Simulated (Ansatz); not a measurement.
ScPt (CsCl type, Pm-3m), plane-wave PAW r²SCAN (Ansatz code), all energies at zero smearing, with the estimated change up to a 700 eV cutoff added, with one set of potentials and settings (totals compare only within such a set). Cell of 2 atoms (1 Sc, 1 Pt): -14680.002 eV.

```csv
element,reference phase,E (eV/atom)
Sc,"P6_3/mmc, 2 atoms in the cell",-2140.5738
Pt,"Fm-3m, 1 atoms in the cell",-12536.7848
```

Formation energy per atom, worked out: (-14680.002 − 1×(-2140.5738) − 1×(-12536.7848))/2 = -1.322 eV/atom (-128 kJ per mol of atoms), at 0 K, without zero-point energy or fitted corrections.

The first step of the workflow began from a Materials Project structure, measured or hypothetical; the Crystallography Open Database files this formula in space group No. 221, but the cells were not matched. Its standing as an ambient phase is unchecked. The cell was relaxed with r²SCAN under the symmetry of its start; its stability against distortions is not shown here. No spin polarisation was allowed. The references are the lowest solids computed at this level, not always the standard phases. Spin–orbit coupling is left out wherever it is not named.

Potentials: the later of the program's two PAW sets.
